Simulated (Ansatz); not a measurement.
## What moves the field gradients of SiO₂?

Cell of run 1: a COD entry (the cell was measured well above room temperature), atoms as given.

```cif
data_SiO2
_symmetry_space_group_name_H-M 'P4_12_12'
_symmetry_Int_Tables_number 92
_cell_length_a 4.9930
_cell_length_b 4.9930
_cell_length_c 7.0050
_cell_angle_alpha 90.000
_cell_angle_beta 90.000
_cell_angle_gamma 90.000
loop_
_atom_site_label
_atom_site_type_symbol
_atom_site_symmetry_multiplicity
_atom_site_Wyckoff_symbol
_atom_site_fract_x
_atom_site_fract_y
_atom_site_fract_z
Si Si 4 a 0.2966 0.2966 0.0000
O O 8 b 0.2406 0.0966 0.1747
```

One atom of each set is listed.

Relaxed positions (PBE, cell held):

Si (0.3024, 0.3024, 0.0000)
O (0.2378, 0.1109, 0.1820)

All runs are DFT with Ansatz 0.2.0 (plane waves and PAW, scalar-relativistic unless spin–orbit coupling is named, Γ-centred meshes, Fermi–Dirac smearing where given) in this cell.

Run 1: PBE, atoms as given; 420 eV, 5×5×3 k-points, smearing 0.02 eV.
Run 2: PBE, atoms relaxed; 420 eV, 5×5×3 k-points, smearing 0.02 eV.
Run 3: r2SCAN, at the relaxed atoms; 500 eV, 5×5×3 k-points, smearing 0.02 eV.

Task: What does each run give, and what moves the gradients most?

Result: 

| run | Si V_zz (η) | O V_zz (η) |
| --- | --- | --- |
| 1 | -0.47 (0.85) | 9.18 (0.11) |
| 2 | -0.41 (0.75) | 9.57 (0.17) |
| 3 | -0.40 (0.70) | 9.45 (0.17) |

V_zz in 10²¹ V/m². Against run 1, the gradient tensors on these sites move by at most 0.55 in run 2 (O), 0.47 in run 3 (O). Taken one at a time, the positions of the atoms (as given or relaxed) move the tensors on these sites by up to 0.55 (largest principal value of the change, on O), the functional (r2SCAN with its higher cutoff) by 0.13 (O).

In runs 1, 3 the atoms aren't at the calculated equilibrium (largest force 0.47, 0.28 eV/Å). The cell isn't the equilibrium one in run 1 (calculated pressure 8 GPa), and the entry's cell may itself be off.
